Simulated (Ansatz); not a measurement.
The relaxed structure here is a generated cell of Cr: the first start was made by a random draw of sites in a space group, and the end was not matched to a known phase here, so it may be hypothetical. Known forms of Cr include space group No. 229.

A relaxed cell of Cr (I4/mmm (No. 139)), relaxed on a k-mesh at least as fine as the one used below. Method: PBEsol (plane waves to 420 eV, PAW, scalar-relativistic; Ansatz, a quantum-chemistry and plane-wave program). Γ-centred k-mesh 8×16×19 on the run's cell (coarser than for final values), Fermi–Dirac smearing 0.05 eV.

```
CELL_PARAMETERS angstrom
     -2.33231     2.33231     4.18985
      1.16615    -1.16615     2.09492
      1.16615     1.16615    -2.09492
ATOMIC_POSITIONS crystal
  Cr 0.00000 0.00000 0.00000
  Cr 0.50000 0.00000 0.00000
```

The atoms are displaced by (Å):

```csv
atom,ux,uy,uz
Cr1,-0.141,0.015,0.100
Cr2,0.084,0.030,0.106
```

Problem. What forces (eV/Å) and pressure result?

Solution. 
```tsv
atom	Fx	Fy	Fz
Cr1	-0.31	0.13	0.09
Cr2	0.31	-0.13	-0.09
```

Pressure -0.3 GPa.

The undisplaced cell is probably no minimum: from this displacement the run went on to Fddd (No. 70), 0.08 eV/atom below it.

No spin polarisation in the result: the starting moments vanished. A magnetic state may lie lower.
